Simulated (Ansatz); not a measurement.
Os:
```xyz
1
Lattice="-1.5358 1.5358 1.5358 1.5358 -1.5358 1.5358 1.5358 1.5358 -1.5358" Properties=species:S:1:pos:R:3 pbc="T T T"
Os     0.0000     0.0000     0.0000
```

Relaxed with r²SCAN. Special points in fractions of this cell's reciprocal vectors: Γ (0.000, 0.000, 0.000); H (0.500, -0.500, 0.500); N (0.000, 0.000, 0.500); P (0.250, 0.250, 0.250).

List the band energies nearest the Fermi level at these points for DFT-r²SCAN with spin–orbit coupling in the program Ansatz with PAW potentials.

In eV from the Fermi level; about four levels below and three above (degenerate sets whole), none deeper than 8.9 eV; points with the same levels are listed once.

| k | below | above |
|---|---|---|
| Γ | -3.85 -3.85 -3.85 -3.85 -3.14 -3.14 | 0.05 0.05 0.05 0.05 |
| H | -7.70 -7.70 -7.70 -7.70 | 2.16 2.16 2.16 2.16 |
| N | -0.52 -0.52 -0.24 -0.24 | 0.66 0.66 3.37 3.37 |
| P | -4.91 -4.91 -4.91 -4.91 | 0.80 0.80 0.80 0.80 |

Space group Im-3m (bcc (W type)). The start of the workflow was typed in or built on a structure type; neither database checked (COD, Materials Project) lists it. It is not the phase usual at ambient conditions (space group No. 194). The cell was relaxed with r²SCAN under the symmetry of its start. At this level the phase is mechanically unstable. The run is not spin-polarised.

Potentials: the earlier of the program's two PAW sets.
